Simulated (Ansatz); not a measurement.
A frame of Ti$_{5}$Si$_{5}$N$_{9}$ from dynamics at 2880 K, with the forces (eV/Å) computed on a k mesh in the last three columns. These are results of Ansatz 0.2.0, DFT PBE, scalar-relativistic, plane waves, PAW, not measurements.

Cutoff 420 eV; k points 4×4×4 on the computed 19-atom cell (Γ-centred); Fermi–Dirac smearing, width 0.25 eV; no spin polarisation.

```xyz
19
Lattice="5.914 -0.205 -0.047 -0.205 6.348 -0.186 -0.047 -0.186 5.791" Properties=species:S:1:pos:R:3:forces:R:3 pbc="T T T"
Ti    3.186    5.631    4.374    0.930   -2.400   -1.160
Ti    4.659    1.807    0.291    0.080   -1.380   -1.400
Ti    4.437    4.177    1.385   -2.770    1.260   -2.160
Ti    2.434    1.641    3.822   -1.150    2.360    0.960
Ti    5.563    3.309    3.883   -0.900   -0.480   -0.780
N     1.219    0.759    1.778   -2.250   -0.100    0.990
N     5.697    2.742    1.588    1.480    1.260    1.290
N     4.027    1.174    2.927    0.750   -2.420   -0.250
N     4.691    5.118    2.945    2.040    0.610    2.020
N     2.920    2.490    0.873    0.910    0.050   -0.080
N     2.761    3.555    4.305   -0.020    1.680    0.550
N     0.377    1.532    4.483   -0.700   -1.980    0.440
N     2.175    4.834    1.342    0.720   -1.010   -0.510
N     4.593    5.834    0.125    0.760    0.510   -0.040
Si    0.340    6.071    5.578    0.790    1.530    0.010
Si    5.718    0.353    3.046   -0.870    0.800   -1.110
Si    1.601    3.094    1.867   -0.380   -0.220    0.870
Si    1.458    3.945    5.546    1.810    0.460   -1.120
Si    2.855    0.398    1.180   -1.220   -0.530    1.470
```

Static pressure -1.4 GPa (no kinetic part), no gap on the mesh.

Counting as bonded all pairs within 1.2 times the summed covalent radii, but none from a metal cation to another cation:

| atom → neighbour | mean count | mean length (Å) | spread (Å) |
| --- | --- | --- | --- |
| N → Si | 1.56 | 1.88 | 0.11 |
| N → Ti | 2.22 | 2.17 | 0.21 |
| Si → N | 2.80 | 1.88 | 0.11 |
| Si → Si | 1.20 | 2.46 | 0.11 |
| Ti → N | 4.00 | 2.17 | 0.21 |

Angles between all pairs of such bonds at an atom (mean ± spread): 109 ± 28° at N, 97 ± 28° at Si, 106 ± 27° at Ti.

Spin polarisation was left out, and a magnetic state may lie lower.

Cost: 1 run of about 2.3 core-minutes, on Intel Xeon Processor @ 2.50GHz (Skylake/Cascade Lake) (shared hosts).